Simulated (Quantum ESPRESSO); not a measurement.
Re3Pt2Pd2Ti, finding a planted mistake in a log

Computed values, not a measurement. The program is pw.x of Quantum ESPRESSO 7.5 (plane-wave density functional theory). The cell is made up: eight metal atoms on a hexagonal close-packed lattice, with elements, volume, strain and displacements drawn at random and not relaxed, so it may be unstable or far from any real phase. PseudoDojo standard norm-conserving files set the functional (PBE unless stated); there is no spin polarisation or spin-orbit coupling, the Fermi-Dirac width of 0.25 eV means electrons at about 2900 K, and the masses in the input are unused placeholders. Heavy elements are run without spin-orbit coupling, which real alloys of them have. A spin test at this wide smearing found no moment, but such smearing suppresses magnetism that the real alloy may have.

Intended input:

```
&control calculation='scf', pseudo_dir='./dojo.nc.sr.pbe.v0_5.standard.upf', outdir='./o', disk_io='minimal', tprnfor=.true., tstress=.true. /
&system ibrav=0, nat=8, ntyp=4, nbnd=83, ecutwfc=84.00895049, nosym=.true., tot_charge=0,
 occupations='smearing', smearing='fd', degauss=0.0183746611
/
&electrons conv_thr=1.470e-08, electron_maxstep=70, mixing_beta=0.5 /
ATOMIC_SPECIES
Pd 1.0 Pd.upf
Pt 1.0 Pt.upf
Re 1.0 Re.upf
Ti 1.0 Ti.upf
CELL_PARAMETERS angstrom
0.0418 0.0197 4.4613
5.641 0.0379 0.0535
-2.7876 4.9473 -0.0049
ATOMIC_POSITIONS angstrom
Re 0.0504 0.0285 0.054
Pt -1.4309 2.4878 0.0124
Pd 2.8325 -0.0801 0.0256
Re 1.4771 2.4373 -0.0321
Pd 0.0915 1.6554 2.2859
Ti -1.3242 4.1453 2.2476
Pt 2.9177 1.6633 2.2092
Re 1.4312 4.1899 2.231
K_POINTS automatic
5 5 5 1 1 1
```

The log is shortened where brackets say so; the opening notice, blank lines, dates and the lines on written files are dropped, and the path of the files is cut. It prints rydbergs, bohrs and kilobars, and counts compression as positive stress. Its total energy is the free energy E - TS of the whole cell.

Log of the intended run:

```
     Program PWSCF v.7.5
     Parallel version (MPI & OpenMP), running on       4 processor cores
     Number of MPI processes:                 4
     Threads/MPI process:                     1
     [start-up lines left out]
     bravais-lattice index     =            0
     lattice parameter (alat)  =       8.4311  a.u.
     unit-cell volume          =     843.2893 (a.u.)^3
     number of atoms/cell      =            8
     number of atomic types    =            4
     number of electrons       =       129.00
     number of Kohn-Sham states=           83
     kinetic-energy cutoff     =      84.0090  Ry
     charge density cutoff     =     336.0358  Ry
     scf convergence threshold =      1.5E-08
     mixing beta               =       0.5000
     number of iterations used =            8  plain     mixing
     Exchange-correlation= PBE
                           (   1   4   3   4   0   0   0)
     [axes and pseudopotential details left out]
   Cartesian axes
     site n.     atom                  positions (alat units)
         1        Re     tau(   1) = (   0.0112965   0.0063879   0.0121034  )
         2        Pt     tau(   2) = (  -0.3207189   0.5576102   0.0027793  )
         3        Pd     tau(   3) = (   0.6348706  -0.0179534   0.0057379  )
         4        Re     tau(   4) = (   0.3310741   0.5462913  -0.0071948  )
         5        Pd     tau(   5) = (   0.0205086   0.3710379   0.5123568  )
         6        Ti     tau(   6) = (  -0.2968034   0.9291188   0.5037723  )
         7        Pt     tau(   7) = (   0.6539671   0.3728085   0.4951654  )
         8        Re     tau(   8) = (   0.3207861   0.9391153   0.5000516  )
     number of k points=    63  Fermi-Dirac smearing, width (Ry)=  0.0184
                       cart. coord. in units 2pi/alat
        k(    1) = (   0.0772563   0.1338098   0.0986906), wk =   0.0320000
        k(    2) = (   0.0760564   0.3134955   0.0979084), wk =   0.0320000
     [further k points left out]
     Dense  grid:    87725 G-vectors     FFT dimensions: (  50,  64,  64)
     Estimated max dynamical RAM per process >     401.66 MB
     Estimated total dynamical RAM >       1.51 GB
     Initial potential from superposition of free atoms
     starting charge     128.9968, renormalised to     129.0000
     Starting wfcs are   78 randomized atomic wfcs +    5 random wfcs
     total cpu time spent up to now is       12.4 secs
     per-process dynamical memory:   319.4 Mb
     Self-consistent Calculation
     iteration #  1     ecut=    84.01 Ry     beta= 0.50
     Davidson diagonalization with overlap
     ethr =  1.00E-02,  avg # of iterations =  3.0
     total cpu time spent up to now is       48.2 secs
     total energy              =   -1694.28711909 Ry
     estimated scf accuracy    <      15.51546871 Ry
     iteration #  2     ecut=    84.01 Ry     beta= 0.50
     Davidson diagonalization with overlap
     ethr =  1.00E-02,  avg # of iterations =  3.0
     total cpu time spent up to now is       73.8 secs
     total energy              =   -1701.36769400 Ry
     estimated scf accuracy    <      42.12534200 Ry
     [iterations 3 to 18 left out]
     iteration # 19     ecut=    84.01 Ry     beta= 0.50
     Davidson diagonalization with overlap
     ethr =  2.65E-10,  avg # of iterations =  1.0
     total cpu time spent up to now is      454.0 secs
     total energy              =   -1703.93130269 Ry
     estimated scf accuracy    <       0.00000004 Ry
     iteration # 20     ecut=    84.01 Ry     beta= 0.50
     Davidson diagonalization with overlap
     ethr =  2.72E-11,  avg # of iterations =  1.7
     total cpu time spent up to now is      473.9 secs
     End of self-consistent calculation
     [lines on levels left out]
!    total energy              =   -1703.93130269 Ry
     estimated scf accuracy    <          2.9E-09 Ry
     smearing contrib. (-TS)   =      -0.10715005 Ry
     internal energy E=F+TS    =   -1703.82415264 Ry
     The total energy is F=E-TS. E is the sum of the following terms:
     one-electron contribution =    -402.48264184 Ry
     hartree contribution      =     279.42803983 Ry
     xc contribution           =    -300.72440443 Ry
     ewald contribution        =   -1280.04514620 Ry
     convergence has been achieved in  20 iterations
     Forces acting on atoms (cartesian axes, Ry/au):
     atom    1 type  3   force =    -0.04367802   -0.01367364   -0.00931907
     atom    2 type  2   force =     0.03136855    0.00757438   -0.01500624
     atom    3 type  1   force =    -0.00122868    0.02991532   -0.00859217
     atom    4 type  3   force =    -0.00145877    0.03208823    0.01861026
     atom    5 type  1   force =    -0.00058972    0.01220423   -0.01865711
     atom    6 type  4   force =    -0.02521174   -0.02018584   -0.00032278
     atom    7 type  2   force =    -0.03893906   -0.01112474    0.02733143
     atom    8 type  3   force =     0.07973745   -0.03679794    0.00595568
     Total force =     0.132181     Total SCF correction =     0.000200
     Computing stress (Cartesian axis) and pressure
          total   stress  (Ry/bohr**3)                   (kbar)     P=      -72.34
  -0.00034903  -0.00021333  -0.00009190          -51.34      -31.38      -13.52
  -0.00021333  -0.00089947  -0.00003691          -31.38     -132.32       -5.43
  -0.00009190  -0.00003691  -0.00022683          -13.52       -5.43      -33.37
     init_run     :      8.39s CPU      8.77s WALL (       1 calls)
     electrons    :    452.94s CPU    461.51s WALL (       1 calls)
     forces       :      3.85s CPU      3.86s WALL (       1 calls)
     stress       :     13.98s CPU     14.27s WALL (       1 calls)
     [timing details left out]
     PWSCF        :   8m 2.86s CPU   8m12.14s WALL
     JOB DONE.
```

A second run was made from an input with one planted mistake. Its log:

```
     Program PWSCF v.7.5
     Parallel version (MPI & OpenMP), running on       4 processor cores
     Number of MPI processes:                 4
     Threads/MPI process:                     1
     [start-up lines left out]
     bravais-lattice index     =            0
     lattice parameter (alat)  =       8.4311  a.u.
     unit-cell volume          =     843.2893 (a.u.)^3
     number of atoms/cell      =            8
     number of atomic types    =            4
     number of electrons       =       129.00
     number of Kohn-Sham states=           83
     kinetic-energy cutoff     =      84.0090  Ry
     charge density cutoff     =     336.0358  Ry
     scf convergence threshold =      1.5E-08
     mixing beta               =       0.5000
     number of iterations used =            8  plain     mixing
     Exchange-correlation= SLA  PW   NOGX NOGC
                           (   1   4   0   0   0   0   0)
     [axes and pseudopotential details left out]
   Cartesian axes
     site n.     atom                  positions (alat units)
         1        Re     tau(   1) = (   0.0112965   0.0063879   0.0121034  )
         2        Pt     tau(   2) = (  -0.3207189   0.5576102   0.0027793  )
         3        Pd     tau(   3) = (   0.6348706  -0.0179534   0.0057379  )
         4        Re     tau(   4) = (   0.3310741   0.5462913  -0.0071948  )
         5        Pd     tau(   5) = (   0.0205086   0.3710379   0.5123568  )
         6        Ti     tau(   6) = (  -0.2968034   0.9291188   0.5037723  )
         7        Pt     tau(   7) = (   0.6539671   0.3728085   0.4951654  )
         8        Re     tau(   8) = (   0.3207861   0.9391153   0.5000516  )
     number of k points=    63  Fermi-Dirac smearing, width (Ry)=  0.0184
                       cart. coord. in units 2pi/alat
        k(    1) = (   0.0772563   0.1338098   0.0986906), wk =   0.0320000
        k(    2) = (   0.0760564   0.3134955   0.0979084), wk =   0.0320000
     [further k points left out]
     Dense  grid:    87725 G-vectors     FFT dimensions: (  50,  64,  64)
     Estimated max dynamical RAM per process >     401.66 MB
     Estimated total dynamical RAM >       1.51 GB
     Initial potential from superposition of free atoms
     starting charge     128.9974, renormalised to     129.0000
     Starting wfcs are   78 randomized atomic wfcs +    5 random wfcs
     total cpu time spent up to now is       12.9 secs
     per-process dynamical memory:   319.4 Mb
     Self-consistent Calculation
     iteration #  1     ecut=    84.01 Ry     beta= 0.50
     Davidson diagonalization with overlap
     ethr =  1.00E-02,  avg # of iterations =  3.0
     total cpu time spent up to now is       46.2 secs
     total energy              =   -1693.15330208 Ry
     estimated scf accuracy    <      15.26411391 Ry
     iteration #  2     ecut=    84.01 Ry     beta= 0.50
     Davidson diagonalization with overlap
     ethr =  1.00E-02,  avg # of iterations =  3.0
     total cpu time spent up to now is       71.1 secs
     total energy              =   -1700.02275357 Ry
     estimated scf accuracy    <      42.15305655 Ry
     [iterations 3 to 18 left out]
     iteration # 19     ecut=    84.01 Ry     beta= 0.50
     Davidson diagonalization with overlap
     ethr =  1.54E-10,  avg # of iterations =  1.0
     total cpu time spent up to now is      449.4 secs
     total energy              =   -1702.64575907 Ry
     estimated scf accuracy    <       0.00000003 Ry
     iteration # 20     ecut=    84.01 Ry     beta= 0.50
     Davidson diagonalization with overlap
     ethr =  2.68E-11,  avg # of iterations =  1.1
     total cpu time spent up to now is      470.0 secs
     End of self-consistent calculation
     [lines on levels left out]
!    total energy              =   -1702.64575907 Ry
     estimated scf accuracy    <          2.7E-09 Ry
     smearing contrib. (-TS)   =      -0.10779162 Ry
     internal energy E=F+TS    =   -1702.53796745 Ry
     The total energy is F=E-TS. E is the sum of the following terms:
     one-electron contribution =    -404.83548693 Ry
     hartree contribution      =     279.00276452 Ry
     xc contribution           =    -296.66009883 Ry
     ewald contribution        =   -1280.04514620 Ry
     convergence has been achieved in  20 iterations
     Forces acting on atoms (cartesian axes, Ry/au):
     atom    1 type  3   force =    -0.04208566   -0.01225967   -0.00715184
     atom    2 type  2   force =     0.02772113    0.00754208   -0.01356827
     atom    3 type  1   force =    -0.00058518    0.02779783   -0.00723373
     atom    4 type  3   force =    -0.00021522    0.02942443    0.01645255
     atom    5 type  1   force =     0.00042743    0.01122465   -0.01640951
     atom    6 type  4   force =    -0.02317012   -0.01942600   -0.00101400
     atom    7 type  2   force =    -0.03723875   -0.01115605    0.02485409
     atom    8 type  3   force =     0.07514637   -0.03314727    0.00407072
     Total force =     0.123069     Total SCF correction =     0.000150
     Computing stress (Cartesian axis) and pressure
          total   stress  (Ry/bohr**3)                   (kbar)     P=     -211.45
  -0.00129056  -0.00020527  -0.00008262         -189.85      -30.20      -12.15
  -0.00020527  -0.00181024  -0.00003249          -30.20     -266.30       -4.78
  -0.00008262  -0.00003249  -0.00121137          -12.15       -4.78     -178.20
     init_run     :      8.67s CPU      9.03s WALL (       1 calls)
     electrons    :    448.00s CPU    457.07s WALL (       1 calls)
     forces       :      3.85s CPU      3.88s WALL (       1 calls)
     stress       :     15.53s CPU     15.84s WALL (       1 calls)
     [timing details left out]
     PWSCF        :   7m59.93s CPU   8m 9.72s WALL
     JOB DONE.
```

Question: the log repeats what the program read. Compare it with the intended run: what was wrong in the second input?

Answer: the files are those of another functional. The input lines that differ:

```
- &control calculation='scf', pseudo_dir='./dojo.nc.sr.pbe.v0_5.standard.upf', outdir='./o', disk_io='minimal', tprnfor=.true., tstress=.true. /
+ &control calculation='scf', pseudo_dir='./dojo.nc.sr.lda.v0_4_1.standard.upf', outdir='./o', disk_io='minimal', tprnfor=.true., tstress=.true. /
```

|  | intended run | run with the mistake |
| --- | --- | --- |
| free energy (eV) | -23183.166 | -23165.676 |
| entropy term -TS, part of it (eV) | -1.458 | -1.467 |
| pressure (GPa) | -7.23 | -21.14 |
| size of the largest force component (eV/Å) | 2.050 | 1.932 |
| largest change of a force component (eV/Å) |  | 0.118 |
| iterations | 20 | 20 |

For scale, a rerun of the intended cell at a higher cutoff and on a denser mesh moved values by no more than 0.006 eV in energy, 0.04 GPa in stress and 0.013 eV/Å in force, and a second program with other atomic files agreed on that cell to 2 % rms in force and 0.5 GPa in pressure. Files of another functional or element have another zero of energy, so the energy change says nothing on stability.